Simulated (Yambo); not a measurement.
PtCl2 (space group Pnnm, No. 58), G0W0@PBEsol in Yambo with this input:

```
rim_cut
gw0
dyson
el_el_corr
HF_and_locXC
ppa
em1d
RandQpts= 1000000
RandGvec= 1 Ry
EXXRLvcs= 84 Ry
VXCRLvcs= 336 Ry
Chimod= "HARTREE"
% BndsRnXp
 9 | 215 |
%
NGsBlkXp= 7 Ry
% LongDrXp
 1.0 | 1.0 | 1.0 |
%
PPAPntXp= 27.2114 eV
% GbndRnge
 1 | 215 |
%
GTermKind= "BG"
DysSolver= "n"
ExtendOut
```

On a 4×1×4 mesh, with wavefunctions cut at 84 Ry, the gap (Γ → (0, 0, 0.25)) is 2.400 eV and the valence edge shifts by -0.749 eV.

Question: What happens with this change: 1 Ry block?

Answer: The gap rises by 0.622 eV, to 3.022 eV; the shift of the valence edge becomes -0.851 eV. Neither run is shown to be the converged limit. In the run with 215 bands and a 7 Ry block, which covers more k points, the smallest G0W0 gap is 2.26 eV, (-0.5, 0, -0.5) → (0, 0, 0.25).

Spin-orbit coupling is not included.

Geometry relaxed with PBE+D3(BJ); primitive cell a = 3.628 Å, b = 11.036 Å, c = 3.455 Å, α = β = γ = 90.00°.

The structure is a Materials Project entry; no match was found in the copy of COD used, and its stability was not checked.

A shift is the quasiparticle energy of the state minus its PBEsol energy.
